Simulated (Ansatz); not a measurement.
MgSi2Rh2: reading a single point

```yaml
crystal:
  lattice:
    - [0.00000, 0.00000, 3.60052]
    - [3.85078, -2.55503, 1.80026]
    - [3.85078, 2.55503, -1.80026]
  atoms:
    - { symbol: Si, position: [0.78980, 0.71020, 0.28980] }
    - { symbol: Si, position: [0.21020, 0.28980, 0.71020] }
    - { symbol: Rh, position: [0.50000, 0.71145, 0.71145] }
    - { symbol: Rh, position: [0.50000, 0.28855, 0.28855] }
    - { symbol: Mg, position: [0.00000, 0.00000, 0.00000] }
```

Level: r2SCAN, no spin polarisation; 500 eV; 8×8×8 Γ-centred mesh; fermi-dirac occupations (width 0.1 eV); Ansatz 0.2.0, fixed geometry.

What is the formation energy?

0.06 eV an atom against the elements' usual phases (free molecules for gases, crystals otherwise, with no correction for O₂ or N₂), so at this geometry it isn't bound against them. Relaxing would lower it.

What happens at the Fermi level?

It is a metal, with about 2.8 states/eV a cell as the mean within 0.25 eV of the Fermi level, mostly Rh d (60 %) and Si p (28 %).

Where is the largest force?

The largest is on Rh3 (and as large on other atoms): 0.74 eV/Å, components (-0.74, 0.00, 0.00). It makes 52° with the line to a nearest neighbour, Si1 at 2.65 Å.

What does the stress say?

The pressure is 5.2 GPa (compression positive), so with the atoms held at these fractions the cell would first expand. The principal stresses -30.3, 22.1, 23.8 GPa differ, so its shape would change too.

How is the charge shared?

Bader charges in e: Mg +1.59, Si -0.05, Rh -0.46. In the mean Mg gives up most and Rh takes most. There is one density maximum away from the nuclei.

Origin: a known structure type with other elements, at an estimated volume, so it need not be a known compound.
